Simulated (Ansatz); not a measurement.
Hg2SeS:
```cif
data_Hg2SSe
_chemical_formula_sum 'Hg2 Se1 S1'
_space_group_name_H-M_alt 'P 1'
_space_group_IT_number 1
_cell_length_a 4.24282
_cell_length_b 4.24282
_cell_length_c 6.01080
_cell_angle_alpha 90.000
_cell_angle_beta 90.000
_cell_angle_gamma 90.000
loop_
_space_group_symop_operation_xyz
  'x, y, z'
loop_
_atom_site_label
_atom_site_type_symbol
_atom_site_fract_x
_atom_site_fract_y
_atom_site_fract_z
_atom_site_occupancy
Hg1 Hg 0.50000 0.00000 0.76258 1
Hg2 Hg 0.00000 0.50000 0.23742 1
Se1 Se 0.00000 0.00000 0.50000 1
S1 S 0.50000 0.50000 0.00000 1
```

Relaxed with PBEsol.

Q: Tabulate the valence density and the electron localisation function along the shortest Hg–Se contact (2.64 Å), PBEsol in the plane-wave PAW code Ansatz.

A: 

| distance from Hg (Å) | density (e/Å³) | ELF |
|---|---|---|
| 0.26 | 13.94 | 0.66 |
| 0.40 | 10.75 | 0.58 |
| 0.53 | 7.49 | 0.54 |
| 0.66 | 4.64 | 0.49 |
| 0.79 | 2.46 | 0.42 |
| 0.93 | 1.17 | 0.33 |
| 1.06 | 0.65 | 0.25 |
| 1.19 | 0.47 | 0.23 |
| 1.32 | 0.42 | 0.34 |
| 1.45 | 0.46 | 0.54 |
| 1.59 | 0.57 | 0.70 |
| 1.72 | 0.74 | 0.79 |
| 1.85 | 1.09 | 0.81 |
| 1.98 | 2.13 | 0.76 |
| 2.12 | 4.92 | 0.64 |
| 2.25 | 11.65 | 0.44 |
| 2.38 | 24.04 | 0.24 |

The density is the valence pseudo-density with augmentation charge, so density and ELF within about 1 Å of a nucleus are not all-electron values.

Space group P-4m2. The first step of the workflow began from a Materials Project structure, measured or hypothetical; the Crystallography Open Database copy checked does not list it. Whether it is the stable phase at ambient conditions was not checked. The PBEsol relaxation kept the symmetry of its start; whether a distortion lowers the energy is not shown. Scalar-relativistic: spin–orbit coupling is off unless named, which matters more the heavier the elements.

Potentials: the later of the program's two PAW sets.
